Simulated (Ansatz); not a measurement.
Consider the following.

TaS$_{2}$:
```yaml
crystal:
  lattice:
    - [6.08214, 0.00000, 0.00000]
    - [0.00000, 5.97709, 0.00000]
    - [0.00000, 0.00000, 5.98744]
  atoms:
    - { symbol: Ta, position: [0.06540, 0.27688, 0.24357] }
    - { symbol: Ta, position: [0.93460, 0.72312, 0.74357] }
    - { symbol: Ta, position: [0.43460, 0.27688, 0.74357] }
    - { symbol: Ta, position: [0.56540, 0.72312, 0.24357] }
    - { symbol: S, position: [0.38368, 0.07718, 0.37749] }
    - { symbol: S, position: [0.61632, 0.92282, 0.87749] }
    - { symbol: S, position: [0.11632, 0.07718, 0.87749] }
    - { symbol: S, position: [0.88368, 0.92282, 0.37749] }
    - { symbol: S, position: [0.76199, 0.43464, 0.49194] }
    - { symbol: S, position: [0.23801, 0.56536, 0.99194] }
    - { symbol: S, position: [0.73801, 0.43464, 0.99194] }
    - { symbol: S, position: [0.26199, 0.56536, 0.49194] }
```

This is the PBE-relaxed structure.

Problem. All from the program Ansatz at the PBE level (PAW), unless another level is named. Estimate the electronic character.

Solution. metallic (no gap).

Problem. Give the density of states at the Fermi level.

Solution. 1.1 states/eV per atom (mean over ±0.08 eV).

Problem. What about the formation energy from the elements (no fitted shifts)?

Solution. -0.73 eV/atom.

Space group Pca2_1. The start of the workflow was typed in or built on a structure type; neither database checked (COD, Materials Project) lists it. COD files the formula under space group No. 42, 164, 166, 194. Its standing as an ambient phase is unchecked. The PBE relaxation kept the symmetry of its start; its stability against distortions is not shown here. The run is not spin-polarised. The references are the lowest solids computed at this level, not always the standard phases. Scalar-relativistic: spin–orbit coupling is off unless named, which matters more the heavier the elements.

Potentials: the earlier of the program's two PAW sets.
